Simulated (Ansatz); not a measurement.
SiMo₂C:
```cif
data_C2Mo4Si2
_chemical_formula_sum 'Si2 Mo4 C2'
_space_group_name_H-M_alt 'P63/mmc'
_space_group_IT_number 194
_space_group_name_Hall '-P 6c 2c'
_cell_length_a 3.10607
_cell_length_b 3.10607
_cell_length_c 12.26098
_cell_angle_alpha 90.000
_cell_angle_beta 90.000
_cell_angle_gamma 120.000
loop_
_atom_site_label
_atom_site_type_symbol
_atom_site_symmetry_multiplicity
_atom_site_Wyckoff_symbol
_atom_site_fract_x
_atom_site_fract_y
_atom_site_fract_z
_atom_site_occupancy
Si1 Si 2 d 0.66667 0.33333 0.25000 1
Mo1 Mo 4 f 0.33333 0.66667 0.09348 1
C1 C 2 a 0.00000 0.00000 0.00000 1
```

Relaxed at zero pressure with DFT-r²SCAN in the program Ansatz with PAW potentials.

Q: The volume is lowered by 9 % and shape and atoms relax at that volume. What pressure results, and how do the axes share the change?

A: 25.8 GPa; a -4.2 %, b -4.2 %, c -0.8 %; the energy rises by 88 meV/atom.

Q: Give the new structure.

A: 
Space group P6₃/mmc (No. 194); a = 2.975 Å, b = 2.975 Å, c = 12.159 Å, α = 90.00°, β = 90.00°, γ = 120.00°

| atom | site | symmetry | x | y | z |
|---|---|---|---|---|---|
| Si | 2d | -6m2 | 0.6667 | 0.3333 | 0.2500 |
| Mo | 4f | 3m. | 0.3333 | 0.6667 | 0.0976 |
| C | 2a | -3m. | 0.0000 | 0.0000 | 0.0000 |

The phase is kept; no other phase was compared at this pressure.

Space group P6_3/mmc. The start of the workflow was typed in or built on a structure type; neither database checked (COD, Materials Project) lists it. Its standing as an ambient phase is unchecked. The r²SCAN relaxation kept the symmetry of its start; whether a distortion lowers the energy is not shown. The run is not spin-polarised.

Potentials: the later of the program's two PAW sets.
